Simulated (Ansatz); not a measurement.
AgAu:
```
CELL_PARAMETERS angstrom
      1.45780     0.84166     4.72176
     -1.45780     0.84166     4.72176
      0.00000    -1.68333     4.72176
ATOMIC_POSITIONS crystal
  Ag 0.00000 0.00000 0.00000
  Au 0.50000 0.50000 0.50000
```

Relaxed with r²SCAN. Special points in fractions of this cell's reciprocal vectors: Γ (0.000, 0.000, 0.000); T (0.500, 0.500, 0.500); H2 (0.812, 0.188, 0.500); H0 (0.500, -0.188, 0.188); L (0.500, 0.000, 0.000); S0 (0.344, -0.344, 0.000); S2 (0.656, 0.000, 0.344); F (0.500, 0.000, 0.500).

List the band energies nearest the Fermi level at these points for r²SCAN in the plane-wave PAW code Ansatz.

In eV from the Fermi level; about four levels below and three above (degenerate sets whole), none deeper than 8.9 eV; … stands for higher levels left out; points with the same levels are listed once.

```tsv
k	below	above
Γ	-3.80 -3.80 -2.66 -2.66 -0.45	3.50 14.98 …
T	-3.99 -3.99 -3.24 -3.24	11.27 12.02 …
H2	-3.94 -3.85 -3.09 -2.71	2.83 3.73 4.11
L	-4.31 -3.72 -3.30 -2.11	0.74 1.16 5.94
S0	-3.99 -3.73 -3.16 -2.76	2.67 3.59 4.36
F	-2.66 -2.38 -2.08 -0.54	1.48 3.04 6.71
```

Space group R-3m. The workflow started from a Materials Project entry (that database holds measured and hypothetical structures alike); the Crystallography Open Database copy checked does not list it. With Ag and Au taken as one species the cell has the higher symmetry Fm-3m, so it may be an ordered model of a mixed-site phase. Its standing as an ambient phase is unchecked. The r²SCAN relaxation kept the symmetry of its start; whether a distortion lowers the energy is not shown. The run is not spin-polarised. Scalar-relativistic: spin–orbit coupling is off unless named, which matters more the heavier the elements.

Potentials: the later of the program's two PAW sets.
